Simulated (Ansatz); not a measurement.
GaN:
```
CELL_PARAMETERS angstrom
      0.00000     2.24918     2.24918
      2.24918     0.00000     2.24918
      2.24918     2.24918     0.00000
ATOMIC_POSITIONS crystal
  Ga 0.00000 0.00000 0.00000
  N  0.25000 0.25000 0.25000
```

DFT-PBEsol in the program Ansatz with PAW potentials gives a gap of 1.70 eV without spin–orbit coupling, maximum at Γ, minimum at Γ.

Problem. What happens when spin–orbit coupling is switched on?

Solution. The gap hardly moves, to 1.70 eV; maximum at Γ, minimum at Γ.

Problem. How large is the spin–orbit splitting of the valence top at Γ?

Solution. The fourfold level lies 0.01 eV above the split-off pair.

Problem. Give the electron effective mass with spin–orbit coupling.

Solution. 0.15 mₑ (isotropic).

Space group F-43m (zinc blende). Symmetry was held in the PBEsol relaxation.

Potentials: the earlier of the program's two PAW sets. The files were generated under PBE; for other functionals the program regenerates the frozen cores, and for LDA and PBEsol the local potential too.
